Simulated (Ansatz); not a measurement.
As:
```
CELL_PARAMETERS angstrom
     -3.44941     3.44941     3.44941
      3.44941    -3.44941     3.44941
      3.44941     3.44941    -3.44941
ATOMIC_POSITIONS crystal
  As 0.00000 0.25000 0.50000
  As 0.25000 0.50000 0.00000
  As 0.50000 0.00000 0.25000
  As 0.25000 0.25000 0.25000
```

Relaxed with r²SCAN.

Q: Map the valence electron density (e/Å³), cut off at 0.7 on the plane through (0.500, 0.000, 0.250) spanned by u = [1, 1, 0] and v = [1, -1, 0] in lattice vectors, from the program Ansatz at the r²SCAN level (PAW).

A: x is the fraction of u, y of v (the angle between them is 90°; rows are the nearest grid lines); atoms in the plane: As at (0.00, 0.00), As at (0.50, 0.50), As at (0.00, 0.75), As at (0.50, 0.25).
```
y \ x   0.000  0.0882  0.176  0.265  0.353  0.441  0.559  0.647  0.735  0.824  0.912   1.00
------  -----  ------  -----  -----  -----  -----  -----  -----  -----  -----  -----  -----
1.00    0.700   0.700  0.265  0.079  0.034  0.016  0.016  0.034  0.079  0.265  0.700  0.700
0.925   0.700   0.496  0.120  0.028  0.009  0.004  0.004  0.009  0.028  0.120  0.496  0.700
0.850   0.623   0.352  0.091  0.021  0.007  0.003  0.003  0.007  0.021  0.091  0.352  0.623
0.775   0.700   0.700  0.220  0.057  0.022  0.010  0.010  0.022  0.057  0.220  0.700  0.700
0.700   0.700   0.700  0.282  0.139  0.074  0.039  0.039  0.074  0.139  0.282  0.700  0.700
0.625   0.208   0.190  0.193  0.207  0.187  0.198  0.197  0.187  0.207  0.193  0.190  0.208
0.550   0.032   0.047  0.093  0.169  0.395  0.700  0.700  0.395  0.169  0.093  0.047  0.032
0.450   0.005   0.008  0.019  0.061  0.284  0.700  0.700  0.284  0.061  0.019  0.008  0.005
0.375   0.002   0.003  0.008  0.030  0.132  0.411  0.411  0.132  0.030  0.008  0.003  0.002
0.300   0.005   0.008  0.019  0.061  0.284  0.700  0.700  0.284  0.061  0.019  0.008  0.005
0.225   0.020   0.030  0.066  0.141  0.442  0.700  0.700  0.442  0.141  0.066  0.030  0.020
0.150   0.105   0.115  0.159  0.206  0.247  0.367  0.367  0.247  0.206  0.159  0.115  0.105
0.0750  0.700   0.525  0.259  0.170  0.104  0.063  0.063  0.104  0.170  0.259  0.525  0.700
0.000   0.700   0.700  0.265  0.079  0.034  0.016  0.016  0.034  0.079  0.265  0.700  0.700
```

The density is the valence pseudo-density with augmentation charge, so density and ELF within about 1 Å of a nucleus are not all-electron values.

Space group I4_132. The start of the workflow was typed in or built on a structure type; neither database checked (COD, Materials Project) lists it. It is not the phase usual at ambient conditions (space group No. 166). The r²SCAN relaxation kept the symmetry of its start. At this level the phase is mechanically unstable. The volume moved by 53 % from the start of the relaxation.

Potentials: the earlier of the program's two PAW sets.
